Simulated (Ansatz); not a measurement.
Relaxed-ion elastic tensor of ZnSnO3 in space group R3c (No. 161; Zn on 6a, Sn on 6a, O on 18b) in GPa (Voigt order), the program Ansatz at the LDA level (PAW); density 7.05 g/cm³, 10.93 Å³ per atom.

```
 339   165   135   1.1   0.0   0.0
 165   339   135  -1.1   0.0   0.0
 135   135   266   0.0   0.0   0.0
 1.1  -1.1   0.0  75.5   0.0   0.0
 0.0   0.0   0.0   0.0  75.5   1.1
 0.0   0.0   0.0   0.0   1.1  86.9
```

Q: Is the crystal mechanically stable?

A: Yes: the smallest eigenvalue of C is 75.4 GPa.

Q: Work out the Voigt, Reuss and Hill averages.

A: K_V = 201, K_R = 197, K_H = 199; G_V = 81.5, G_R = 80.7, G_H = 81.1 GPa.

Q: Give Young's modulus, Poisson's ratio, Pugh's ratio and the universal anisotropy index.

A: E = 9KG/(3K + G) = 214 GPa; ν = 0.32; K/G = 2.46 (ductile by the Pugh limit of 1.75); A_U = 5G_V/G_R + K_V/K_R − 6 = 0.07.

Q: Estimate the sound speeds and the Debye temperature.

A: v_l = √((K + 4G/3)/ρ) = 6600 m/s, v_t = √(G/ρ) = 3390 m/s, mean 3800 m/s; Θ = (h/k)(3n/4πV)^(1/3) v_m = 509 K.

Q: Solve the Christoffel equation for the three sound speeds along x, y, z.

A: Eigenvalues of C_ijkl n_j n_l equal ρv² (piezoelectric stiffening left out). In km/s, slowest first: x 3.27, 3.51, 6.93; y 3.27, 3.51, 6.93; z 3.27, 3.27, 6.14.

Q: How much does each axis shrink under pressure?

A: Linear compressibilities β_i = Σ_j S_ij (j = 1 to 3): x 1.3, y 1.3, z 2.4 per TPa.

The LDA relaxation kept the symmetry of its start. Scalar-relativistic: spin–orbit coupling is off unless named, which matters more the heavier the elements.

Potentials: the later of the program's two PAW sets.
